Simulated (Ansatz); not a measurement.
These are results of DFT PBE, scalar-relativistic, plane waves, PAW in Ansatz 0.2.0, not measurements. Settings: cutoff 420 eV, Γ-centred meshes spaced at most about 0.3 Å⁻¹, and about 0.25 Å⁻¹ or finer for metals (2π included), Gaussian smearing. Collinear spin in cells that started with moments and kept them past the coarse steps, no spin elsewhere.

All energies are static (0 K, no zero-point motion).

Two forms of TiSi3W were relaxed alike.

A. (no spin)

```yaml
crystal:
  lattice:
    - [4.96667, 0.00000, 0.00000]
    - [-2.48333, 4.30126, 0.00000]
    - [0.00000, 0.00000, 4.66846]
  atoms:
    - { symbol: Ti, position: [0.00000, 0.00000, 0.50000] }
    - { symbol: Si, position: [0.50000, 0.00000, 0.50000] }
    - { symbol: Si, position: [0.00000, 0.50000, 0.50000] }
    - { symbol: Si, position: [0.50000, 0.50000, 0.50000] }
    - { symbol: W, position: [0.00000, 0.00000, 0.00000] }
```

B. (site moments Ti 1.3 μB)

```yaml
crystal:
  lattice:
    - [4.95405, 0.00000, 0.00000]
    - [-2.47702, 4.29033, 0.00000]
    - [0.00000, 0.00000, 5.19688]
  atoms:
    - { symbol: Ti, position: [0.00000, 0.00000, 0.00000] }
    - { symbol: Si, position: [0.50000, 0.00000, 0.50000] }
    - { symbol: Si, position: [0.00000, 0.50000, 0.50000] }
    - { symbol: Si, position: [0.50000, 0.50000, 0.50000] }
    - { symbol: W, position: [0.00000, 0.00000, 0.50000] }
```

Question: Which is lower in energy, and by how much?

Answer: B is lower, by 0.40 eV/atom. A has space group P6/mmm (No. 191), 19.9 Å³/atom and no gap on its mesh; B has space group P6/mmm (No. 191), 22.1 Å³/atom and no gap. Counting Si atoms around Ti and W (those within 1.25 times the shortest such distance or 1.15 times the sum of covalent radii; the shortest distance is added where it is long for a bond), A has Ti 6, W 12 from 3.4 Å and B has Ti 12 from 3.6 Å, W 6. A and B both hold Si–Si nets. Their magnetic states differ too, which can make part of the margin. The lower one is the more open, so pressure narrows the difference. Even the lower one lies +0.72 eV/atom against the reference forms of the elements (uncorrected), so neither is stable at this level. In A, around Ti lie 2 W at 2.33 Å and 6 Si at 2.48 Å; Si has 2 Ti at 2.48 Å and 4 Si at 2.48 Å; around W lie 2 Ti at 2.33 Å and 12 Si at 3.41 Å. In B, Ti has 2 W at 2.60 Å; Si is surrounded by 4 Si at 2.48 Å and 2 W at 2.48 Å; W has 6 Si at 2.48 Å and 2 Ti at 2.60 Å. Both come from invented guesses.

Spin–orbit coupling, which can matter for W, is left out. Another magnetic order may lie lower. Cells relaxed within their symmetry can be saddle points.
